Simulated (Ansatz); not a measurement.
ScAl$_{3}$ (Cu3Au type)

```
CELL_PARAMETERS angstrom
      4.08581     0.00000     0.00000
      0.00000     4.08581     0.00000
      0.00000     0.00000     4.08581
ATOMIC_POSITIONS crystal
  Al 0.00000 0.50000 0.50000
  Al 0.50000 0.50000 0.00000
  Al 0.50000 0.00000 0.50000
  Sc 0.00000 0.00000 0.00000
```

The slice is a {110} plane (indices of the conventional cell) through the point (0.500, 0.500, 0.000) (fractional), spanned by u = [100] and v = [011] in vectors of this cell: u (4.09 Å) and v (5.78 Å, at 90° to u). It covers one period; positions are fractions (u, v).

Calculation: r2SCAN (plane waves to 500 eV, PAW, scalar-relativistic; Ansatz, a program for electronic structure). k mesh 11×11×11. Near the nuclei the fields are pseudised (PAW); where an atom keeps semicore shells as valence, they peak there. ScAl3 is run without spin polarisation. ScAl3 was relaxed with its symmetry unable to fall.

**Question.** The ELF has a maximum in the middle third of the Al–Al line. Where, and how high?

**Answer.** 0.70, 1.2 Å from Al.

**Question.** What is the valence density on the shortest Al–Al line in this plane (2.89 Å), at its midpoint?

**Answer.** 0.21 e/Å³.

**Question.** Predict the map of the electrostatic potential energy of an electron, from the cell's mean on the slice.

**Answer.** 
```
|xxxxx +#@@@@@#+ xxxx|
|xxxxx.+#%%@%%#+.xxxx|
|xxxx -*##%#%##*- xxx|
|xxx :+*##***##*+: xx|
|  .-+*#**+++**#*+-. |
|==+*###*+===+*###*+=|
|++*####*+===+*####*+|
|==+*###*+===+*###*+=|
|  .-+*#**+++**#*+-. |
|xxx :+*##***##*+: xx|
|xxxx -*##%#%##*- xxx|
|xxxxx.+#%%@%%#+.xxxx|
|xxxxx +#@@@@@#+ xxxx|
|xxxxx =#@@@@@#= xxxx|
|xxxxx +#@@@@@#+ xxxx|
|xxxxx.+#%%@%%#+.xxxx|
|xxxx -*##%#%##*- xxx|
|xxx :+*##***##*+: xx|
|  .-+*#**+++**#*+-. |
|==+*###*+===+*###*+=|
|++*####*+===+*####*+|
|==+*###*+===+*###*+=|
|  .-+*#**+++**#*+-. |
|xxx :+*##***##*+: xx|
|xxxx -*##%#%##*- xxx|
|xxxxx.+#%%@%%#+.xxxx|
|xxxxx +#@@@@@#+ xxxx|
|xxxxx =#@@@@@#= xxxx|
```
Scale: ten equal steps from 0.00 (start of ' ') to 8.26 (end of '@'), in the order ' .:-=+*#%@'. Values: electrostatic potential energy of an electron, from the cell's mean, in eV. The map has 20 points along u (one character each, u = 0 at the left) and 28 along v (v = 0 in the bottom row). Points within 1 Å of a nucleus are blanked (x), as the pseudised field means little there. Values under 0 eV are set to 0. The zero, the cell's mean, hangs on the PAW cores.
